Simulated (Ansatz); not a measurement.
**Computed properties of AlBO3**

AlBO$_{3}$:
```xyz
10
Lattice="2.2323 1.2888 4.5838 -2.2323 1.2888 4.5838 0.0000 -2.5777 4.5838" Properties=species:S:1:pos:R:3 pbc="T T T"
Al     0.0000     0.0000     6.8757
Al     0.0000     0.0000     0.0000
B      0.0000     0.0000    10.3136
B      0.0000     0.0000     3.4379
O      0.6887     1.3848     5.7298
O     -0.6887    -1.3848     8.0217
O     -1.5437    -0.0960     5.7298
O      1.5437     0.0960     8.0217
O      0.8550    -1.2888     5.7298
O     -0.8550     1.2888     8.0217
```

Space group R-3c (No. 167); conventional cell a = b = 4.4647 Å, c = 13.7515 Å, α = β = 90.00°, γ = 120.00°.

Method: DFT-r²SCAN in the program Ansatz with PAW potentials. Geometry: relaxed at this level of theory. Other levels are named where they apply.

### Cell and energy

```json
{
 "volume_per_atom": "7.91 Å³",
 "density": "3.60 g/cm³",
 "Formation energy from the elements (no fitted shifts)": "-2.93 eV/atom"
}
```

### Electronic structure

```json
{
 "band_gap": "6.85 eV (indirect)",
 "valence_band_maximum": "at Γ",
 "conduction_band_minimum": "on the Γ–T line, 45 % of the way from Γ (2 equivalent valleys)",
 "smallest_direct_gap_on_the_standard_path": "6.96 eV",
 "electron_effective_mass": "0.95, 0.95, 1.0 mₑ (principal values)",
 "Hole effective mass, band 1 of 2 at the edge": "2.9 along x, 2.3 along z (mₑ)",
 "Hole effective mass, band 2 of 2 at the edge": "0.63 along x, 2.3 along z (mₑ)",
 "HSE06 gap on the r²SCAN cell": "7.94 eV"
}
```

### Mechanics

```json
{
  "Bulk modulus (Birch–Murnaghan fit)": "220 GPa",
  "Pressure derivative B′": "4.2",
  "Elastic constants (relaxed ions, GPa)": "C11 = 534, C12 = 150, C13 = 93.5, C14 = 24.2, C33 = 354, C44 = 120",
  "mechanical_stability": "stable (all eigenvalues of C positive)",
  "hill_bulk_and_shear_moduli": "227 and 153 GPa",
  "Young's modulus": "375 GPa",
  "Poisson's ratio": "0.22",
  "debye_temperature_from_the_elastic_constants": "1080 K"
}
```

### Dielectric response

```json
{
  "Electronic dielectric constant ε∞ (DFPT)": "3.12 (xx = yy), 2.87 (zz)",
  "Static dielectric constant ε0 (ions relaxed, cell fixed)": "8.21 (xx = yy), 8.08 (zz)",
  "Born charges (a third of the trace)": "Al +3.17, B +2.27, O -1.81 e"
}
```

### Phonons

```json
{
  "Highest zone-centre frequency (without LO–TO term)": "1266 cm⁻¹",
  "zone_centre_stability": "no imaginary mode at Γ",
  "dynamical_stability_on_the_path": "stable (no imaginary branch)",
  "zero_point_energy": "114.6 meV/atom",
  "Vibrational entropy at 300 K": "9.2 J/(K·mol of atoms)"
}
```

### Charges

```json
{
  "bader_charges": "Al +2.60, B +2.43, O -1.68 e"
}
```

The workflow started from a Materials Project entry (that database holds measured and hypothetical structures alike); the Crystallography Open Database files this formula in space group No. 167, but the cells were not matched. Whether it is the stable phase at ambient conditions was not checked. Symmetry was held in the r²SCAN relaxation. The references are the lowest solids computed at this level, not always the standard phases (solids in place of the gases).

Potentials: the later of the program's two PAW sets.
